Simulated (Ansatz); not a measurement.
A geometry of SiO₂ away from equilibrium: the start of the relaxation of a generated cell, SiO2 built in the AFLOW prototype A2B_hP6_191_h_e (C_h, as in Cu2Te). Calculation: r2SCAN (plane waves to 500 eV, PAW, scalar-relativistic; Ansatz, a program for electronic structure). Γ-centred k-mesh 12×12×6 on the run's cell, Fermi–Dirac smearing 0.05 eV.

```xyz
6
Lattice="3.2082 0.0000 0.0000 -1.6041 2.7784 0.0000 0.0000 0.0000 5.4873" Properties=species:S:1:pos:R:3:forces:R:3 pbc="T T T" free_energy=-3535.303 pressure_GPa=63.1
O      0.0000     1.8522     0.8780    0.0000    0.0000    8.1129
O      1.6041     0.9261     0.8780    0.0000    0.0000    8.1129
O      1.6041     0.9261     4.6093    0.0000    0.0000   -8.1129
O      0.0000     1.8522     4.6093    0.0000    0.0000   -8.1129
Si     0.0000     0.0000     1.6791    0.0000    0.0000   -6.7939
Si     0.0000     0.0000     3.8082    0.0000    0.0000    6.7939
```

Positions in Å, forces in eV/Å, free energy of the cell in eV (comparable only within this code, potentials and settings). Largest force: 8.11 eV/Å, on O1, O2, O3, O4 (atoms numbered as listed); the geometry lies 1.36 eV/atom above the end of its relaxation.

No spin polarisation in the result.

The run could not lose the symmetry of its start: the end is stationary, and may be a saddle point rather than a minimum.

The end of the path is a generated cell of SiO2: the first start was made by placing the elements on the sites of a structure type, and the end was not matched to a known phase here, so it may be hypothetical. Known forms of SiO2 include space group No. 92, 136, 152, 154.
